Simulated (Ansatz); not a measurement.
Ansatz (an electronic-structure program) input:

Ansatz 0.2 input:
```yaml
crystal:
  lattice:
    - [3.1921965435, 0.0, 0.0]
    - [-1.5960982717, 2.7645233005, 0.0]
    - [0.0, 0.0, 12.0800601654]
  atoms:
    - { symbol: Si, position: [0.3333333333, 0.6666666667, 0.75] }
    - { symbol: Si, position: [0.6666666667, 0.3333333333, 0.25] }
    - { symbol: Ta, position: [0.3333333333, 0.6666666667, 0.0948830799] }
    - { symbol: Ta, position: [0.6666666667, 0.3333333333, 0.5948830799] }
    - { symbol: Ta, position: [0.6666666667, 0.3333333333, 0.9051169201] }
    - { symbol: Ta, position: [0.3333333333, 0.6666666667, 0.4051169201] }
    - { symbol: N, position: [0.0, 0.0, 0.0] }
    - { symbol: N, position: [0.0, 0.0, 0.5] }
kpoints:
  mp_grid: { grid: [26, 26, 6] }
hamiltonian:
  xc: pbesol
  pseudopotentials: { azcp: { folder: ./paw }, kind: paw }
scf:
  occupations: { method: fermi_dirac, width: 0.1 }
elastic: { mode: relaxed_ion, stencil: two_point, amplitude: 0.005, f_tol: 0.0005 }
```

Output (shortened):

```
Pseudopotential: Si, paw, valence charge 4
Pseudopotential: Ta, paw, valence charge 13
Pseudopotential: N, paw, valence charge 5
Functional definition: PBEsol
Crystal: 8 atoms, lattice volume = 106.605 Å³
Basis set: ecut = 420 eV, 2105 PW (Γ), exchange–correlation on 48×48×180 points (8 copies of the dense FFT grid, shifted against one another)
Bands: 43, of which v1, the nominal top of the filled ones, is band 35 counted from 1 (34 counted from 0)
Symmetry: 24 space group operations
Space group: P63/mmc (ITA 194), of the structure as read, at distance tolerance 4.7e-5 Å
k-points: 280 of 4056
SCF 1 converged in 12 iterations: F = -41235.321730 eV  dr2 = 2.15e-14
relax step   1: F+E_penalty+E_count = -41235.32172994 eV  Δ(F+E_penalty+E_count) = +0.000e0 eV  max|allowed force component| = 7.131e-3 eV/Å  Δτ_max = 0.0000 Å  (12 SCF iters, accepted)
Crystal: 8 atoms, lattice volume = 106.605 Å³
SCF 2 converged in 10 iterations: F = -41235.321734 eV  dr2 = 1.03e-14
relax step   2: F+E_penalty+E_count = -41235.32173445 eV  Δ(F+E_penalty+E_count) = -4.511e-6 eV  max|allowed force component| = 1.382e-3 eV/Å  Δτ_max = 0.0004 Å  (10 SCF iters, accepted)
Crystal: 8 atoms, lattice volume = 106.605 Å³
SCF 3 converged in 8 iterations: F = -41235.321735 eV  dr2 = 3.04e-15
relax step   3: F+E_penalty+E_count = -41235.32173463 eV  Δ(F+E_penalty+E_count) = -1.762e-7 eV  max|allowed force component| = 9.137e-7 eV/Å  Δτ_max = 0.0001 Å  (8 SCF iters, accepted)
Crystal: 8 atoms, lattice volume = 106.605 Å³
SCF 4 converged in 9 iterations: F = -41235.321735 eV  dr2 = 4.08e-14
Crystal: 8 atoms, lattice volume = 106.072 Å³
Basis set: ecut = 420 eV, 2089 PW (Γ), exchange–correlation on 48×48×180 points (8 copies of the dense FFT grid, shifted against one another)
Symmetry: 8 space group operations
k-points: 732 of 4056
SCF 5 converged in 10 iterations: F = -41235.319464 eV  dr2 = 2.46e-14
relax step   1: F+E_penalty+E_count = -41235.31946369 eV  Δ(F+E_penalty+E_count) = +0.000e0 eV  max|allowed force component| = 3.386e-2 eV/Å  Δτ_max = 0.0000 Å  (10 SCF iters, accepted)
Crystal: 8 atoms, lattice volume = 106.072 Å³
SCF 6 converged in 9 iterations: F = -41235.319686 eV  dr2 = 2.00e-14
relax step   2: F+E_penalty+E_count = -41235.31968616 eV  Δ(F+E_penalty+E_count) = -2.225e-4 eV  max|allowed force component| = 1.184e-3 eV/Å  Δτ_max = 0.0044 Å  (9 SCF iters, accepted)
Crystal: 8 atoms, lattice volume = 106.072 Å³
SCF 7 converged in 7 iterations: F = -41235.319686 eV  dr2 = 1.39e-14
relax step   3: F+E_penalty+E_count = -41235.31968641 eV  Δ(F+E_penalty+E_count) = -2.453e-7 eV  max|allowed force component| = 6.479e-4 eV/Å  Δτ_max = 0.0001 Å  (7 SCF iters, accepted)
Crystal: 8 atoms, lattice volume = 106.072 Å³
SCF 8 converged in 7 iterations: F = -41235.319686 eV  dr2 = 2.65e-14
relax step   4: F+E_penalty+E_count = -41235.31968649 eV  Δ(F+E_penalty+E_count) = -8.844e-8 eV  max|allowed force component| = 1.280e-4 eV/Å  Δτ_max = 0.0001 Å  (7 SCF iters, accepted)
Crystal: 8 atoms, lattice volume = 106.072 Å³
SCF 9 converged in 9 iterations: F = -41235.319686 eV  dr2 = 8.26e-14
Crystal: 8 atoms, lattice volume = 107.138 Å³
Basis set: ecut = 420 eV, 2113 PW (Γ), exchange–correlation on 48×48×180 points (8 copies of the dense FFT grid, shifted against one another)
SCF 10 converged in 10 iterations: F = -41235.318705 eV  dr2 = 2.57e-14
relax step   1: F+E_penalty+E_count = -41235.31870529 eV  Δ(F+E_penalty+E_count) = +0.000e0 eV  max|allowed force component| = 3.345e-2 eV/Å  Δτ_max = 0.0000 Å  (10 SCF iters, accepted)
Crystal: 8 atoms, lattice volume = 107.138 Å³
SCF 11 converged in 9 iterations: F = -41235.318920 eV  dr2 = 2.05e-14
relax step   2: F+E_penalty+E_count = -41235.31891980 eV  Δ(F+E_penalty+E_count) = -2.145e-4 eV  max|allowed force component| = 3.893e-4 eV/Å  Δτ_max = 0.0043 Å  (9 SCF iters, accepted)
Crystal: 8 atoms, lattice volume = 107.138 Å³
SCF 12 converged in 9 iterations: F = -41235.318920 eV  dr2 = 7.81e-14
Crystal: 8 atoms, lattice volume = 106.072 Å³
SCF 13 converged in 10 iterations: F = -41235.317163 eV  dr2 = 8.74e-14
relax step   1: F+E_penalty+E_count = -41235.31716296 eV  Δ(F+E_penalty+E_count) = +0.000e0 eV  max|allowed force component| = 4.020e-2 eV/Å  Δτ_max = 0.0000 Å  (10 SCF iters, accepted)
Crystal: 8 atoms, lattice volume = 106.072 Å³
SCF 14 converged in 9 iterations: F = -41235.317307 eV  dr2 = 2.50e-14
relax step   2: F+E_penalty+E_count = -41235.31730664 eV  Δ(F+E_penalty+E_count) = -1.437e-4 eV  max|allowed force component| = 1.409e-3 eV/Å  Δτ_max = 0.0019 Å  (9 SCF iters, accepted)
Crystal: 8 atoms, lattice volume = 106.072 Å³
SCF 15 converged in 7 iterations: F = -41235.317307 eV  dr2 = 9.38e-14
relax step   3: F+E_penalty+E_count = -41235.31730681 eV  Δ(F+E_penalty+E_count) = -1.775e-7 eV  max|allowed force component| = 4.573e-6 eV/Å  Δτ_max = 0.0001 Å  (7 SCF iters, accepted)
Crystal: 8 atoms, lattice volume = 106.072 Å³
SCF 16 converged in 8 iterations: F = -41235.317307 eV  dr2 = 7.14e-14
Crystal: 8 atoms, lattice volume = 107.138 Å³
SCF 17 converged in 10 iterations: F = -41235.320000 eV  dr2 = 5.45e-14
relax step   1: F+E_penalty+E_count = -41235.31999989 eV  Δ(F+E_penalty+E_count) = +0.000e0 eV  max|allowed force component| = 3.925e-2 eV/Å  Δτ_max = 0.0000 Å  (10 SCF iters, accepted)
Crystal: 8 atoms, lattice volume = 107.138 Å³
SCF 18 converged in 9 iterations: F = -41235.320147 eV  dr2 = 2.39e-14
relax step   2: F+E_penalty+E_count = -41235.32014672 eV  Δ(F+E_penalty+E_count) = -1.468e-4 eV  max|allowed force component| = 2.531e-3 eV/Å  Δτ_max = 0.0018 Å  (9 SCF iters, accepted)
Crystal: 8 atoms, lattice volume = 107.138 Å³
SCF 19 converged in 8 iterations: F = -41235.320147 eV  dr2 = 5.25e-15
relax step   3: F+E_penalty+E_count = -41235.32014733 eV  Δ(F+E_penalty+E_count) = -6.100e-7 eV  max|allowed force component| = 1.044e-5 eV/Å  Δτ_max = 0.0001 Å  (8 SCF iters, accepted)
Crystal: 8 atoms, lattice volume = 107.138 Å³
SCF 20 converged in 9 iterations: F = -41235.320147 eV  dr2 = 8.42e-14
Crystal: 8 atoms, lattice volume = 106.605 Å³
Symmetry: 4 space group operations
k-points: 1068 of 4056
SCF 21 converged in 10 iterations: F = -41235.320195 eV  dr2 = 2.36e-14
relax step   1: F+E_penalty+E_count = -41235.32019462 eV  Δ(F+E_penalty+E_count) = +0.000e0 eV  max|allowed force component| = 3.968e-3 eV/Å  Δτ_max = 0.0000 Å  (10 SCF iters, accepted)
Crystal: 8 atoms, lattice volume = 106.605 Å³
SCF 22 converged in 7 iterations: F = -41235.320197 eV  dr2 = 5.26e-15
relax step   2: F+E_penalty+E_count = -41235.32019681 eV  Δ(F+E_penalty+E_count) = -2.192e-6 eV  max|allowed force component| = 1.883e-3 eV/Å  Δτ_max = 0.0002 Å  (7 SCF iters, accepted)
Crystal: 8 atoms, lattice volume = 106.605 Å³
SCF 23 converged in 7 iterations: F = -41235.320197 eV  dr2 = 6.16e-14
relax step   3: F+E_penalty+E_count = -41235.32019749 eV  Δ(F+E_penalty+E_count) = -6.773e-7 eV  max|allowed force component| = 1.161e-4 eV/Å  Δτ_max = 0.0002 Å  (7 SCF iters, accepted)
Crystal: 8 atoms, lattice volume = 106.605 Å³
SCF 24 converged in 10 iterations: F = -41235.320197 eV  dr2 = 5.67e-16
Crystal: 8 atoms, lattice volume = 106.605 Å³
SCF 25 converged in 10 iterations: F = -41235.320195 eV  dr2 = 2.30e-14
relax step   1: F+E_penalty+E_count = -41235.32019462 eV  Δ(F+E_penalty+E_count) = +0.000e0 eV  max|allowed force component| = 3.968e-3 eV/Å  Δτ_max = 0.0000 Å  (10 SCF iters, accepted)
Crystal: 8 atoms, lattice volume = 106.605 Å³
SCF 26 converged in 8 iterations: F = -41235.320197 eV  dr2 = 6.55e-15
relax step   2: F+E_penalty+E_count = -41235.32019747 eV  Δ(F+E_penalty+E_count) = -2.852e-6 eV  max|allowed force component| = 3.165e-4 eV/Å  Δτ_max = 0.0004 Å  (8 SCF iters, accepted)
Crystal: 8 atoms, lattice volume = 106.605 Å³
SCF 27 converged in 9 iterations: F = -41235.320197 eV  dr2 = 6.68e-15
SCF converged after 9 iterations
Stability not checked: this state was not tested for a lower state beside it, because too few of the mixer's solves of this state at the end of the SCF gave a …
Free energy (F): -41235.321735 eV
Harris-Foulkes:  -41235.321735 eV  (|F-HF|=7.28e-12)
Internal energy: -41235.207935 eV  (E = F + TS)
E sigma→0 (E₀):  -41235.264835 eV
Entropy (-TS):   -0.113800 eV (-14.225 meV/atom)
Fermi energy:    17.802318 eV
--- Per-component energies (eV) ---
  E_band       = -384.382817
  E_kinetic    = 1925.277066
  E_local      = -3530.130301  (includes V_loc(G=0)·N_el)
  E_nonlocal   = 81.418620
  E_hartree    = 1395.713085
  E_xc         = -1511.650024
  E_vxc        = -1188.412277  (∫ρ·V_xc dr)
  E_paw        = -33967.690166  (= ΣΔE_a)
  E_vpaw       = -463.964095  (= ΣTr[D̂ρ^β])
  E_aug_tail   = 0.002005  (compensation charges beyond the density's cutoff)
  E_ewald      = -5629.122391
  E_core_change = 0.974170  (= ΣΔE_core)
  E_smearing   = -0.113800  (= −TS)
  E_closure    = 0.000000  (closes the sum)
  Σ components = -41235.321735   (vs F -41235.321735, Δ=0.00e0)
--- Forces (eV/Å), atoms counted from 1 ---
  atom   1  Si     0.00000000     0.00000000     0.00000000
  atom   2  Si     0.00000000     0.00000000     0.00000000
  atom   3  Ta     0.00000000     0.00000000    -0.00000107
  atom   4  Ta     0.00000000     0.00000000    -0.00000107
  atom   5  Ta     0.00000000     0.00000000     0.00000107
  atom   6  Ta     0.00000000     0.00000000     0.00000107
  atom   7  N      0.00000000     0.00000000     0.00000000
  atom   8  N      0.00000000     0.00000000     0.00000000
  max |Σ_I F_I| component: 1.62e-17 eV/Å
--- Stress (GPa, compression-positive) ---
       -0.120470       0.000000       0.000000
        0.000000      -0.120470       0.000000
        0.000000       0.000000       0.415069
  P = ⅓ Tr σ = 0.0580 GPa (0.580 kbar)
--- Band table (eV; the first three rows and the last of 280) ---
  k-point 0: bands = ["-50.7717", "-50.7710", "-50.7125", "-50.7118", "-17.7536", "-17.7195", "-17.1719", "-17.1719", "-17.1698", "-17.1698", "-17.1070", "-17.0740", "-17.0740", "-17.0719", "-17.0719", "-17.0681", "0.3607", "0.4360", "6.6301", "7.3362", …
  k-point 1: bands = ["-50.7716", "-50.7711", "-50.7125", "-50.7119", "-17.7515", "-17.7219", "-17.1717", "-17.1717", "-17.1699", "-17.1699", "-17.1042", "-17.0739", "-17.0739", "-17.0720", "-17.0720", "-17.0706", "0.3657", "0.4309", "6.6639", "7.2617", …
  k-point 2: bands = ["-50.7715", "-50.7712", "-50.7123", "-50.7120", "-17.7454", "-17.7284", "-17.1714", "-17.1714", "-17.1703", "-17.1703", "-17.0969", "-17.0775", "-17.0735", "-17.0735", "-17.0724", "-17.0724", "0.3792", "0.4169", "6.7618", "7.0941", …
  k-point 279: bands = ["-50.7133", "-50.7133", "-50.7106", "-50.7106", "-17.6505", "-17.6505", "-17.5979", "-17.5979", "-17.5835", "-17.5835", "-17.3363", "-17.3363", "-17.1688", "-17.1688", "-17.1458", "-17.1458", "1.1878", "1.1878", "9.9204", "9.9204", …
--- Elastic constants: 3 strain directions × 2 members + reference (group order 24) ---
  dense FFT box of the reference and of every strained cell: 24×24×90
  strains applied: 11, 33, 23; error gains …
  reference relaxed by the batch: 3 steps …
  largest displacement 3.3e-4 Å; the constants are those of the deck's cell at these positions:
  atoms:
    - { symbol: Si, position: [0.3333333333333333, 0.6666666666666667, 0.7500000000000001] }
    - { symbol: Si, position: [0.6666666666666666, 0.33333333333333337, 0.25] }
    - { symbol: Ta, position: [0.3333333333333333, 0.6666666666666667, 0.09491029508432655] }
    - { symbol: Ta, position: [0.6666666666666666, 0.33333333333333337, 0.5949102950843266] }
    - { symbol: Ta, position: [0.6666666666666666, 0.33333333333333337, 0.9050897049156735] }
    - { symbol: Ta, position: [0.3333333333333333, 0.6666666666666667, 0.4050897049156735] }
    - { symbol: N, position: [0.0, 0.0, 0.0] }
    - { symbol: N, position: [0.0, 0.0, 0.5] }
  C = ∂σ_k/∂η_j (tension-positive GPa; Voigt order 11 22 33 23 13 12):
       292.226    198.522    214.189      0.000      0.000      0.000
       198.522    292.226    214.189      0.000      0.000      0.000
       214.721    214.721    362.149      0.000      0.000      0.000
         0.000      0.000      0.000    185.043      0.000      0.000
         0.000      0.000      0.000      0.000    185.043      0.000
         0.000      0.000      0.000      0.000      0.000     46.852
  reference stress σ⁰ (GPa):      0.120      0.120     -0.415      0.000      0.000      0.000
  moduli (Voigt/Reuss/Hill, GPa): K = 244.61/240.02/242.31   G = 104.67/70.81/87.74   E = 234.86   ν = 0.338
  mechanically stable: yes (min eigenvalue of sym C = 46.85 GPa)
  strain η (Voigt 11):  stress-route row diagonal C_11 = 292.23 GPa, energy-path curvature d²(F+E_count+ΔE)/dδ²/Ω₀ = 292.22 GPa
         δ    σ_11 (GPa)             F (eV)   n_scf  n_hpsi   n_pw
    -5.000e-3      -1.3539      -41235.3196865       9  507791   2116   relax 4 steps, max|allowed force component| 1.28e-4 eV/Å
     5.000e-3       1.5683      -41235.3189198       9  485920   2140   relax 2 steps, max|allowed force component| 3.89e-4 eV/Å
  strain η (Voigt 33):  stress-route row diagonal C_33 = 362.15 GPa, energy-path curvature d²(F+E_count+ΔE)/dδ²/Ω₀ = 362.13 GPa
         δ    σ_33 (GPa)             F (eV)   n_scf  n_hpsi   n_pw
    -5.000e-3      -2.2578      -41235.3173068       8  178614   2116   relax 3 steps, max|allowed force component| 4.57e-6 eV/Å
     5.000e-3       1.3637      -41235.3201473       9  192668   2140   relax 3 steps, max|allowed force component| 1.04e-5 eV/Å
  strain η (Voigt 23):  stress-route row diagonal C_44 = 185.04 GPa, energy-path curvature d²(F+E_count+ΔE)/dδ²/Ω₀ = 185.14 GPa
         δ    σ_23 (GPa)             F (eV)   n_scf  n_hpsi   n_pw
    -5.000e-3      -0.9252      -41235.3201975      10  790457   2128   relax 3 steps, max|allowed force component| 1.16e-4 eV/Å
     5.000e-3       0.9252      -41235.3201975       9  719017   2128   relax 2 steps, max|allowed force component| 3.16e-4 eV/Å
```

Cost: very roughly 100 core-minutes on shared cores.

Space group P6_3/mmc. The start of the workflow was typed in or built on a structure type; neither database checked (COD, Materials Project) lists it. Whether it is the stable phase at ambient conditions was not checked. The cell was relaxed with PBEsol under the symmetry of its start; its stability against distortions is not shown here. The run is not spin-polarised. As this level gives no gap, shear constants depend on the k-mesh and smearing (Fermi–Dirac, 0.1 eV here). On the denser mesh and wider smearing of the elastic run this cell carries a stress of 0.4 GPa. Spin–orbit coupling is left out wherever it is not named.

Potentials: the earlier of the program's two PAW sets. The files were generated under PBE; for other functionals the program regenerates the frozen cores, and for LDA and PBEsol the local potential too.

Ansatz is a plane-wave DFT program.
